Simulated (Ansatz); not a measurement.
# Several inputs for HfO2 with boron replacing Hf

Cell: a supercell of HfO2 (fluorite type, Fm-3m) built from a COD entry, with all atoms left at the host's positions.

Space group Fm-3m (No. 225); a = 10.2300 Å.

```csv
site,Wyckoff,site symmetry,x,y,z
B,4a,m-3m,0.0000,0.0000,0.0000
Hf2,24d,m.mm,0.2500,0.2500,0.0000
Hf8,4b,m-3m,0.5000,0.5000,0.5000
O9,32f,.3m,0.1250,0.1250,0.1250
O12,32f,.3m,0.6250,0.3750,0.3750
```

One atom of each set is listed; the run and its k-mesh use a cell of 24 atoms with edges of 7.23, 7.23, 7.23 Å.

Reference run. All values are calculated (Ansatz; DFT, PBE, plane waves and PAW, scalar-relativistic, 420 eV cutoff, Γ-centred 3×3×3 k-points, Fermi–Dirac smearing 0.01 eV, cell charge -1), not measured.

It gives V_zz (10²¹ V/m²) Hf2 -5.98 (η 0.61), O9 4.25 (η 0.00), among others. Each of these runs changes the input as listed (caps on SCF iterations aside):

A. magnetization: not typed → {spin_polarized: true}
B. total_charge: -1 → 6

Task: Which of these changes matter for the gradients?

Result: 

```tsv
run	Hf2 V_zz (η)	O9 V_zz (η)	largest change of a gradient tensor, all atoms	note
A	-5.98 (0.61)	4.25 (0.00)	0.00	converged
B	1.22 (0.22)	8.96 (0.00)	5.29	converged; cell charge +6 on a uniform background; no gap left; on Hf2 the largest value lies along another axis; odd number of electrons without spin polarisation
```

Run B moves them most, on Hf2 (V_zz from -5.98 to 1.22); against its own size the tensor moves most on O9 among sites above 0.3 (by 4.71, V_zz from 4.25 to 8.96). Run B holds a charge that the system can't hold, so its numbers aren't properties of the crystal.

On the reference run: The defect repeats with the cell of 24 atoms, so it feels its images: sites between two images don't show the values beside a lone defect, and zeros or small values of η there can come from the images' arrangement. This high-symmetry form of HfO2 is unstable when cold, to shifts of the oxygen columns, towards the tetragonal form. The symmetry of the cell holds that distortion back, wholly or in part, and it would change the field gradients, the more the larger the distortion. A uniform background compensates the cell's charge. Without spin–orbit coupling the gradients at and beside Hf can be off by some per cent, at some sites by more. With a gap of 0.5 eV on this mesh, small gradients can still move by 0.1 × 10²¹ V/m² or more as the k-mesh gets denser. The cell keeps the host's lattice, where the PBE pressure is -9 GPa (in a charged cell this depends on the convention for the mean potential). The neighbours have not yet relaxed around the defect (largest force 0.34 eV/Å), so a real crystal will differ.
